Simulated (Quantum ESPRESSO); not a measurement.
Electric field gradients in C

```
C
1.0
    2.46729     0.00000     0.00000
   -1.23365     2.13674     0.00000
    0.00000     0.00000     7.80307
C
4
Cartesian
  0.00000   0.00000   1.95077
  0.00000   0.00000   5.85230
  0.00000   1.42449   1.95077
  1.23365   0.71225   5.85230
```
The geometry is a computed Materials Project entry, not a measured one. It is C in P6₃/mmc. Stability against distortions was not tested. The layers lie 3.9 Å apart; this gap hangs on dispersion, and neither it nor the stacking was checked against the measured crystal.

Principal values are ordered |Vxx| ≤ |Vyy| ≤ |Vzz|, η = (Vxx − Vyy)/Vzz, and C_Q = eQVzz/h is given by its size. Cores are frozen. Against all-electron runs on small test molecules, this scheme's |Vzz| missed by +9 % on C. The structure is static (0 K, no zero-point motion).

### Question
What do the calculations give at each independent site (field gradients by the PAW reconstruction of the field gradient on a scalar-relativistic PBE ground state (a modified build of Quantum ESPRESSO, JTH datasets), 20 Ha, k-mesh 18×18×5 through Γ)?

### Answer
| site | site symmetry | Vzz (10²¹ V/m²) | η_Q | ∣C_Q∣ (MHz) |
|---|---|---|---|---|
| C1 (atoms 1, 2) | -6m2 | 3.05 | 0.00 | – |
| C2 (atoms 3, 4) | -6m2 | 3.01 | 0.00 | – |
